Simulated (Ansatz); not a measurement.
TiAu: moving Ti off its site

TiAu, Pm-3m, a = 3.254 Å (as given, not relaxed at this level: -4.9 GPa). The structure is a COD entry; whether it is the stable form wasn't checked. Ansatz: PBEsol, PAW, 420 eV, Γ-centred 14×14×14 mesh on 2 atoms, Gaussian smearing 0.15 eV; no spin polarisation.

```yaml
crystal:
  lattice:
    - [3.25400, 0.00000, 0.00000]
    - [0.00000, 3.25400, 0.00000]
    - [0.00000, 0.00000, 3.25400]
  atoms:
    - { symbol: Ti, position: [0.50000, 0.50000, 0.50000] }
    - { symbol: Au, position: [0.00000, 0.00000, 0.00000] }
```

Atom 1 (Ti) moves by x along the unit vector (0.000, 1.000, 0.000), with its periodic images; all else is held. y is the free energy of the cell over the start, F the force along the path summed over the moved atoms. Symmetry makes y even in x.

```
  x (Å) y (meV) F (eV/Å)
-0.1000    12.02      0.24
-0.0500        ?         ?
 0.0000     0.00      0.00
 0.0125     0.19     -0.03
 0.0250     0.75     -0.06
 0.0375     1.68     -0.09
 0.0625     4.68     -0.15
 0.0750     6.75     -0.18
 0.0875     9.19     -0.21
```

**Question.** Fit y = c2 x² + c4 x⁴ to the energies of the other rows, give the force constant, and predict energy and force of the missing row.

**Answer.** Least squares on the rows shown. y = 1196 x² + 588.7 x⁴. The force constant is 2 c2 = 2.39 eV/Å², for the cell as given, at -4.9 GPa (for all images moving together, not for a lone atom). With two atoms in a cubic cell this is the optical mode at Γ (in a metal it hangs on mesh and smearing): ω = 521.5 √(2 c2/μ) = 130 cm⁻¹ for μ = 38.51 u. The force −dy/dx at the missing row is 0.12 eV/Å (computed 0.12). At x = -0.0500 the fit asked for gives 2.99 meV. The run gave 2.99 meV, the same to the digits shown.

Spin polarisation was left out, and a magnetic state may lie lower. Spin–orbit coupling is left out, which can shift energies with elements as heavy as these.